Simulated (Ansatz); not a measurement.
The following input was run with Ansatz 0.2.0.

```yaml
crystal:
  lattice:
    - [1.994, 1.1512364368, 11.7966666667]
    - [-1.994, 1.1512364368, 11.7966666667]
    - [0.0, -2.3024728735, 11.7966666667]
  atoms:
    - { symbol: Te, position: [0.443, 0.443, 0.443] }
    - { symbol: Te, position: [0.557, 0.557, 0.557] }
    - { symbol: Te, position: [0.295, 0.295, 0.295] }
    - { symbol: Te, position: [0.705, 0.705, 0.705] }
    - { symbol: Pt, position: [0.0, 0.0, 0.0] }
    - { symbol: Pt, position: [0.146, 0.146, 0.146] }
    - { symbol: Pt, position: [0.854, 0.854, 0.854] }
basis:
  ecutwfc: 500
kpoints:
  mp_grid: { grid: [6, 6, 6] }
hamiltonian:
  xc: r2scan
scf:
  occupations: { method: gaussian, width: 0.1 }
output:
  forces: true
  stress: true
  eigenvalues: true
```

Launched with
```bash
ansatz run input.yaml --threads 2 --pin off --max-ram 5120MiB --backend cpu --events-out ev --progress --plain --runs-dir out
```

Computed with DFT r2SCAN, scalar-relativistic, plane waves, PAW in Ansatz.

Part of what the program printed, abridged (final results; tables in files aren't shown):

```
SCF 1 converged in 7 iterations: F = -65592.436637 eV  dr2 = 7.14e-8
SCF converged after 7 iterations
Free energy (F): -65592.436637 eV
Harris-Foulkes:  -65592.436637 eV  (|F-HF|=1.17e-7)
Internal energy: -65592.425024 eV  (E = F + TS)
E sigma→0 (E₀):  -65592.430830 eV
Entropy (-TS):   -0.011614 eV (-1.659 meV/atom)
Fermi energy:    14.191011 eV
--- Per-component energies (eV) ---
  E_band       = -1708.794969
  E_kinetic    = 2640.823344
  E_local      = -11305.628301  (includes V_loc(G=0)·N_el)
  E_nonlocal   = -637.300712
  E_hartree    = 5713.784659
  E_xc         = -1214.126960
  E_vxc        = -1464.666987  (∫ρ·V_xc dr)
  E_paw        = -47187.412731  (= ΣΔE_a)
  E_vpaw       = -2462.236979  (= ΣTr[D̂ρ^β])
  E_aug_tail   = 0.000307  (compensation charges beyond the density's cutoff)
  E_vtau       = 92.652264  (kinetic-family band-sum trace: ∫τ·v_τ [+ j·A + Jᵃ·Aᵃ] dr)
  E_ewald      = -13603.009567
  E_core_change = 0.444939  (= ΣΔE_core)
  E_smearing   = -0.011614  (= −TS)
--- Forces (eV/Å), atoms counted from 1 ---
  atom   1  Te     0.00000000     0.00000000     0.76722825
  atom   2  Te     0.00000000     0.00000000    -0.76722825
  atom   3  Te     0.00000000     0.00000000    -0.12691934
  atom   4  Te     0.00000000     0.00000000     0.12691934
  atom   5  Pt     0.00000000     0.00000000     0.00000000
  atom   6  Pt     0.00000000     0.00000000    -0.32114051
  atom   7  Pt     0.00000000     0.00000000     0.32114051
--- Stress (GPa, compression-positive) ---
        1.592788       0.000000       0.000000
        0.000000       1.592788       0.000000
        0.000000       0.000000       1.906398
  P = ⅓ Tr σ = 1.6973 GPa (16.973 kbar)
--- Band table (eV; the first three rows and the last of 32) ---
  k-point 0: bands = ["-87.0878", "-86.1942", "-86.1702", "-40.7421", "-40.7421", "-40.6513", "-39.9288", "-39.9288", "-39.7888", "-39.7888", "-39.7823", "-39.6779", "-24.1939", "-24.1939", "-24.1887", "-24.1887", "-24.1830", "-24.1830", "-24.1807", "-24.1804", "-24.1725", "-24.1725", "-24.0966", "-24.0966", "-24.0966", "-24.0966", "-24.0757", "-24.0757", "-24.0754", "-24.0754", "-24.0699", "-24.0681", "-0.1871", "1.0037", "1.1232", "2.8178", "7.0965", "8.2395", "8.2395", "8.7334", "8.7334", "9.1539", "9.3856", "9.3856", "9.4119", "10.1850", "10.1850", "11.1322", "11.1322", "12.0109", "12.1880", "12.2241", "12.2241", "12.5137", "13.4289", "13.4289", "14.7723", "14.7723", "15.4415", "16.3048" ...
  k-point 1: bands = ["-87.0878", "-86.1928", "-86.1716", "-40.7432", "-40.7424", "-40.6513", "-39.9330", "-39.9295", "-39.8264", "-39.7850", "-39.7458", "-39.6777", "-24.1935", "-24.1924", "-24.1904", "-24.1885", "-24.1840", "-24.1819", "-24.1806", "-24.1788", "-24.1726", "-24.1721", "-24.0970", "-24.0969", "-24.0959", "-24.0959", "-24.0760", "-24.0756", "-24.0753", "-24.0750", "-24.0693", "-24.0675", "0.1329", "1.1742", "1.4087", "2.7702", "7.4187", "8.0248", "8.3946", "8.6468", "8.7764", "9.0373", "9.3651", "9.6197", "9.7517", "9.8470", "10.0393", "10.7386", "10.7759", "11.1898", "11.9795", "12.1882", "12.3834", "12.5593", "13.0608", "13.2134", "13.4311", "14.3290", "14.7541", "15.3135",  ...
  k-point 2: bands = ["-87.0877", "-86.1891", "-86.1753", "-40.7454", "-40.7430", "-40.6511", "-39.9409", "-39.9298", "-39.8593", "-39.7781", "-39.7142", "-39.6794", "-24.1940", "-24.1921", "-24.1892", "-24.1887", "-24.1850", "-24.1805", "-24.1794", "-24.1762", "-24.1729", "-24.1711", "-24.0976", "-24.0974", "-24.0945", "-24.0944", "-24.0765", "-24.0762", "-24.0745", "-24.0743", "-24.0680", "-24.0662", "0.9714", "1.6502", "1.9697", "2.6166", "7.6181", "7.7889", "8.1103", "8.3906", "8.6413", "8.9907", "9.2661", "9.9251", "10.0253", "10.0976", "10.2442", "10.2744", "10.6609", "10.6911", "11.2827", "11.7704", "11.7895", "12.0776", "12.1541", "12.3153", "12.7311", "13.0595", "13.6283", "14.7396" ...
  k-point 31: bands = ["-87.0878", "-86.1942", "-86.1702", "-40.7421", "-40.7421", "-40.6513", "-39.9288", "-39.9288", "-39.7888", "-39.7888", "-39.7823", "-39.6779", "-24.1939", "-24.1939", "-24.1888", "-24.1888", "-24.1830", "-24.1830", "-24.1807", "-24.1804", "-24.1725", "-24.1725", "-24.0967", "-24.0967", "-24.0966", "-24.0966", "-24.0757", "-24.0757", "-24.0754", "-24.0754", "-24.0699", "-24.0681", "-0.1414", "0.6168", "1.6898", "2.5206", "7.7671", "8.1512", "8.2402", "8.2402", "8.7306", "8.7306", "9.3892", "9.3892", "9.6772", "10.1839", "10.1839", "11.1357", "11.1357", "11.6327", "12.2147", "12.2147", "12.4112", "13.4018", "13.4018", "13.5602", "14.1999", "15.0371", "15.0371", "15.6206 ...
```

Self-consistency was reached.

The run took 16 s on 2 threads of Intel(R) Xeon(R) Platinum 8375C CPU @ 2.90GHz (Ice Lake), on a shared host, peak memory 1 GiB.

The k mesh is coarse. Spin–orbit coupling is left out, which can shift energies with elements as heavy as these.